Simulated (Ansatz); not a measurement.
LiLaGe$_{2}$:
Space group Pnma (No. 62); a = 7.906 Å, b = 4.011 Å, c = 10.914 Å, α = 90.00°, β = 90.00°, γ = 90.00°

```csv
atom,site,symmetry,x,y,z
Ge,4c,.m.,0.2174,0.2500,0.0707
Ge,4c,.m.,0.1603,0.2500,0.6812
La,4c,.m.,0.1392,0.2500,0.3663
Li,4c,.m.,0.0061,0.7500,0.1116
```

Relaxed at zero pressure with the program Ansatz at the r²SCAN level (PAW).

Question: The volume is lowered by 6 % and shape and atoms relax at that volume. What pressure results, and how do the axes share the change?

Answer: 3.8 GPa; a -3.7 %, b -0.9 %, c -1.4 %; the energy rises by 15 meV/atom.

Question: Give the new structure.

Answer: 
Space group Pnma (No. 62); a = 7.6102 Å, b = 3.9738 Å, c = 10.7596 Å, α = 90.00°, β = 90.00°, γ = 90.00°

```json
[
 {"atom": "Ge", "site": "4c", "symmetry": ".m.", "x": "0.2085", "y": "0.2500", "z": "0.0718"},
 {"atom": "Ge", "site": "4c", "symmetry": ".m.", "x": "0.1589", "y": "0.2500", "z": "0.6788"},
 {"atom": "La", "site": "4c", "symmetry": ".m.", "x": "0.1448", "y": "0.2500", "z": "0.3679"},
 {"atom": "Li", "site": "4c", "symmetry": ".m.", "x": "0.0033", "y": "0.7500", "z": "0.1144"}
]
```

The phase is kept; no other phase was compared at this pressure.

The workflow started from an entry of the Crystallography Open Database (COD, 200 K). Whether it is the stable phase at ambient conditions was not checked. Symmetry was held in the r²SCAN relaxation; its stability against distortions is not shown here. Scalar-relativistic: spin–orbit coupling is off unless named, which matters more the heavier the elements.

Potentials: the later of the program's two PAW sets.
